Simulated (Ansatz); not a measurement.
## SnTe: energy along a strain

SnTe, Fm-3m, a = 6.313 Å (as given, not relaxed at this level: -1.7 GPa). Ansatz: LDA, PAW, 420 eV, Γ-centred 10×10×10 mesh on 2 atoms, Gaussian smearing 0.03 eV; no spin polarisation. Cell vectors (Å): 0.000 3.156 3.156; 3.156 0.000 3.156; 3.156 3.156 0.000. The cell is strained by x per cent times the pattern (0 1 0 0 0 0) in the order xx yy zz yz xz xy (engineering shears), with fractional coordinates held. y is the free energy over the start, V0 = 31.450 Å³/atom.

```tsv
x (%)	y (meV/atom)
-2.00	?
-1.50	-2.20
-1.00	-2.14
-0.50	-1.39
0.00	0.00
0.50	2.00
1.00	4.57
1.50	7.66
1.75	9.40
2.00	11.26
```

Task: Fit y = c1 x + c2 x² + c3 x³ to the other rows, get the stiffness along the pattern, and predict the missing energy.

Result: Least squares on the rows shown. y = 3.403 x + 1.214 x² − 0.05060 x³. The clamped-ion stiffness p·C·p = 2 × 12.14 eV × 160.2 / 31.450 Å³ = 124 GPa, which is C22 in these axes (C11 of the cubic crystal) (second derivative at the start, which stands under stress). At x = -2.00 the fit asked for gives -1.55 meV/atom. The run gave -1.52 meV/atom, so the fit is 0.03 meV/atom too low, a small miss on the scale of the series.